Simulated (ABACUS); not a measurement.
ABACUS run on BaTiO3 (P4mm, 5 atoms in the cell; from Materials Project mp-2998, changed as shown): self-consistent single point.

Computed with PBE, PseudoDojo 0.5 standard norm-conserving PBE (tails mended) pseudopotentials (plane waves; ABACUS).

The change in words: atom 1 moved by -0.15 angstrom along y. Reference geometry (Pm-3m):
```xyz
5
Lattice="3.9864 0.0000 0.0000 0.0000 3.9864 0.0000 0.0000 0.0000 3.9864" Properties=species:S:1:pos:R:3 pbc="T T T"
Ba     1.9932     1.9932     1.9932
Ti     0.0000     0.0000     0.0000
O      1.9932     0.0000     0.0000
O      0.0000     1.9932     0.0000
O      0.0000     0.0000     1.9932
```

Reference input (self-consistent single point, DFT, PBE, plane waves, PseudoDojo 0.5 standard norm-conserving PBE (tails mended) pseudopotentials): KPT = Gamma 6 6 6 0 0 0; basis_type = pw; ecutwfc = 84 Ry; smearing_method = gaussian; smearing_sigma = 0.00146997 Ry; potentials = PseudoDojo 0.5 standard norm-conserving PBE (tails mended); symmetry = 1; symmetry_prec = 1e-05; ks_solver = dav_subspace; scf_nmax = 100; scf_thr = 1.0e-09 Ry; mixing_type = pulay. This run's input differs from it in these lines:

```diff
@@ -37,3 +37,3 @@
 1
-   3.7666389613    3.7666389613    3.7666389613 1 1 1
+   3.7666389613    3.4831767796    3.7666389613 1 1 1
```

Output (repeated stretches shortened):

```
 SELF-CONSISTENT
 -------------------------------------------
                                 init_chg = atomic

 PW ALGORITHM --------------- ION=   1  ELEC=   1--------------------------------

 Density error is 1.86114446974
                          Error Threshold = 0.01
 E_KohnSham     -273.5814162287      -3722.2661276197
 E_Fermi        0.8459744346         11.5100726733

 PW ALGORITHM --------------- ION=   1  ELEC=   2--------------------------------

 Density error is 28.0153430188
                          Error Threshold = 0.00465286117435
 E_KohnSham     -270.4246304401      -3679.3158535297
   [... lines left out ...]

 Density error is 3.77803987484e-09
                          Error Threshold = 5.66824797692e-11
 E_KohnSham     -274.5891735739      -3735.9773697167
 E_Fermi        0.7888987234         10.7335177830

 PW ALGORITHM --------------- ION=   1  ELEC=  13--------------------------------

 Density error is 2.78451471601e-11
                          Error Threshold = 9.44509968711e-12
 E_KohnSham     -274.5891735745      -3735.9773697248
 E_KS(sigma->0) -274.5891735745      -3735.9773697248
 E_entropy(-TS) -0.0000000000        -0.0000000000
 E_Fermi        0.7888997101         10.7335312077
 charge density convergence is achieved
 final etot is -3735.9773697 eV
 EFERMI = 10.733531208 eV

 STATE ENERGY(eV) AND OCCUPATIONS    NSPIN == 1
   [... 27 lines left out ...]

 TOTAL-FORCE (eV/Angstrom)
                       Ba1         0.0000000000         0.9580642916         0.0000000000
                       Ti1         0.0000000000        -0.5172546916         0.0000000000
                        O1         0.0000000000        -0.1240249161         0.0000000000
                        O2         0.0000000000        -0.1927597678         0.0000000000
                        O3         0.0000000000        -0.1240249161         0.0000000000

 TOTAL-STRESS (KBAR)
        45.4928304651         0.0000000000        -0.0000000000
         0.0000000000        42.2836576944         0.0000000000
        -0.0000000000        -0.0000000000        45.4928304651
 TOTAL-PRESSURE: 44.423106 KBAR

 --------------------------------------------
 !FINAL_ETOT_IS -3735.9773697248410826 eV
 --------------------------------------------
```

The run converged in 13 iterations. Against the reference run the free energy rises by 14.2 meV/atom, the pressure goes from 3.77 to 4.44 GPa, the largest force goes from 0.000 to 0.958 eV/Å and the gap on the mesh goes from 1.852 to 1.834 eV.

The structure comes from a collection of computed structures, made at another level of theory; the collection holds predicted forms beside known ones. Its lattice was then scaled.

Cost on one core: about 2.9 core-minutes (a rough figure).

“Tails mended”: in these copies of the files the far tail of each local potential was reset to the Coulomb form.
